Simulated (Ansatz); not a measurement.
input.yaml for MgIn$_{2}$N$_{2}$ (Ansatz 0.2.0)

```yaml
crystal:
  lattice:
    - [1.6701479908, 0.9642603921, 7.7724938132]
    - [-1.6701479908, 0.9642603921, 7.7724938132]
    - [0.0, -1.9285207842, 7.7724938132]
  atoms:
    - { symbol: Mg, position: [0.0, 0.0, 0.0] }
    - { symbol: In, position: [0.43900667, 0.43900667, 0.43900667] }
    - { symbol: In, position: [0.56099333, 0.56099333, 0.56099333] }
    - { symbol: "N", position: [0.27727667, 0.27727667, 0.27727667] }
    - { symbol: "N", position: [0.72272333, 0.72272333, 0.72272333] }
basis:
  ecutwfc: 240
  ecutrho_ratio: 5
kpoints:
  mp_grid: { grid: [3, 3, 3] }
hamiltonian:
  xc: revpbe
  hubbard: { sites: [{ species: In, l: d, u_eff: 1.3 }], projectors: atomic }
scf:
  occupations: { method: methfessel_paxton }
output:
  forces: true
  stress: true
  eigenvalues: true
  efg: {}
relax:
  adjacent_minimum: "off"
  f_tol: 0.08
  max_steps: 10
```

Command:

```bash
ansatz run input.yaml --threads 1 --pin off --max-ram 1331MiB --backend cpu --events-out ev --progress --plain --runs-dir out
```

Output, shortened (HF is the Harris–Foulkes energy, dr2 the density residual in eV):

```text
Initial density: superposition of atomic densities
SCF iter   1: HF=-13897.973428 eV  Δρ=5.25e-2  dr2=2.90e0
SCF iter   2: HF=-13897.521284 eV  S|Δr|=    0.00e0  Δρ=3.11e-2  dr2=3.71e-1
SCF iter   3: HF=-13897.525417 eV  S|Δr|=    0.00e0  Δρ=1.32e-2  dr2=1.08e-1
SCF iter   4: HF=-13897.529532 eV  S|Δr|=    0.00e0  Δρ=1.80e-3  dr2=2.75e-3
   ...
SCF 1 converged in 7 iterations: F = -13897.531288 eV  dr2 = 5.42e-7
relax step   1: F+E_penalty+E_count = -13897.53128822 eV  Δ(F+E_penalty+E_count) = +0.000e0 eV  max|allowed force component| = 3.202e-1 eV/Å  Δτ_max = 0.0000 Å  (7 SCF iters, dr2 threshold 1.00e-4 eV, accepted)
Initial density: handed on by an earlier stage of this run
SCF 2 converged in 5 iterations: F = -13897.527264 eV  dr2 = 5.89e-7
relax step   2: F+E_penalty+E_count = -13897.52726408 eV  Δ(F+E_penalty+E_count) = +4.024e-3 eV  max|allowed force component| = 3.944e-1 eV/Å  Δτ_max = 0.0403 Å  (5 SCF iters, dr2 threshold 6.41e-6 eV, rejected (line search))
SCF iter   4: HF=-13897.536527 eV  S|Δr|=    0.00e0  Δρ=7.36e-5  dr2=7.42e-6
SCF iter   5: HF=-13897.536527 eV  S|Δr|=    0.00e0  Δρ=2.07e-5  dr2=2.78e-7
SCF iter   6: F=-13897.536527 eV  HF=-13897.536527 eV  S|Δr|=    0.00e0  Δρ=3.99e-6  dr2=9.43e-9
SCF 3 converged in 6 iterations: F = -13897.536527 eV  dr2 = 9.43e-9
relax step   3: F+E_penalty+E_count = -13897.53652734 eV  Δ(F+E_penalty+E_count) = -5.239e-3 eV  max|allowed force component| = 4.771e-2 eV/Å  Δτ_max = 0.0150 Å  (6 SCF iters, accepted)
SCF converged after 6 iterations
Stability not checked: this state was not tested for a lower state beside it, because cold or Methfessel-Paxton smearing, or corrected tetrahedra, fill the levels in a way that the test cannot read (fill_not_monotonic; see scf.lower_state_search)
Free energy (F): -13897.536527 eV
E sigma→0 (E₀):  -13897.536527 eV
Fermi energy:    10.482525 eV
Step filling:    the computed levels leave a gap of 1.1295 eV = 11.3 smearing widths at the electron count; against every level under it full and every level over it empty, smearing changes F+E_penalty+E_count by +8.05e-14 meV and its σ→0 estimate by -1.22e-12 meV
--- Forces (eV/Å), atoms counted from 1 ---
  atom   1  Mg    -0.00000000     0.00000000     0.00000000
  atom   2  In     0.00000000     0.00000000    -0.02650714
  atom   3  In    -0.00000000     0.00000000     0.02650714
  atom   4  N     -0.00000000    -0.00000000    -0.04770938
  atom   5  N      0.00000000    -0.00000000     0.04770938
--- Stress (GPa, compression-positive) ---
        4.927999       0.000000       0.000000
       -0.000000       4.927999      -0.000000
        0.000000      -0.000000       2.233664
  P = ⅓ Tr σ = 4.0299 GPa (40.299 kbar)
--- PAW observables at the nuclei: V_zz in 10²¹ V/m², potentials from the cell's mean, atoms counted from 1 ---
  atom   1  Mg V_zz =    +0.815532   η = 0.0000   by run symmetry: allowed
            electrostatic potential = -1105.880765 V   contact ρ = none
  atom   2  In V_zz =    -7.422019   η = 0.0000   by run symmetry: allowed
            electrostatic potential = -7938.135134 V   contact ρ = none
  atom   3  In V_zz =    -7.422019   η = 0.0000   by run symmetry: allowed
            electrostatic potential = -7938.135134 V   contact ρ = none
  atom   4  N  V_zz =    +1.196746   η = 0.0000   by run symmetry: allowed
            electrostatic potential = -517.056117 V   contact ρ = none
  atom   5  N  V_zz =    +1.196746   η = 0.0000   by run symmetry: allowed
            electrostatic potential = -517.056117 V   contact ρ = none
```

The inputs are trials, many of them unsound on purpose. Their numbers show the effect of the settings and aren't properties of the material. Forces of this functional on these PAW sets can be off by 10 %. Under a U the state reached may not be the lowest.